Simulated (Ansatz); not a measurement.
Here is the system:

GeAs:
```
GeAs
1.0
    7.49361     1.90019     0.00000
   -7.49361     1.90019     0.00000
   -1.39533     0.00000     9.17648
Ge As
6 6
Direct
  0.62553   0.37447   0.92691
  0.37447   0.62553   0.07309
  0.74851   0.25149   0.78367
  0.25149   0.74851   0.21633
  0.06940   0.93060   0.58831
  0.93060   0.06940   0.41169
  0.02878   0.97122   0.83695
  0.97122   0.02878   0.16305
  0.35298   0.64702   0.80618
  0.64702   0.35298   0.19382
  0.66445   0.33555   0.53716
  0.33555   0.66445   0.46284
```

This is the LDA-relaxed structure. x, y and z are the axes in which the lattice vectors are written.

Problem. All from LDA (plane waves, PAW; program Ansatz), unless another level is named. Predict the formation energy from the elements (no fitted shifts).

Solution. -23 meV/atom.

Problem. Give the smallest direct gap on the standard path.

Solution. 0.19 eV.

Problem. Predict the electron effective mass.

Solution. 0.062, 0.073, 0.18 mₑ (principal values).

Problem. Predict the weight of the valence-edge state by species (Voronoi cells).

Solution. As 61 %, Ge 39 %.

Problem. And the weight of the conduction-edge state by species (Voronoi cells)?

Solution. As 58 %, Ge 42 %.

Problem. And the valence-band maximum?

Solution. off the standard path, at k = (0.427, 0.497, 0.302).

Space group C2/m. The start of the workflow was typed in or built on a structure type; neither database checked (COD, Materials Project) lists it. Its standing as an ambient phase is unchecked. The cell was relaxed with LDA under the symmetry of its start; its stability against distortions is not shown here. The volume moved by -23 % from the start of the relaxation. A crystal of weakly bound layers computed without a dispersion correction: the cell and the soft elastic constants depend strongly on that. The references are the lowest solids computed at this level, not always the standard phases. Scalar-relativistic: spin–orbit coupling is off unless named, which matters more the heavier the elements.

Potentials: the later of the program's two PAW sets.
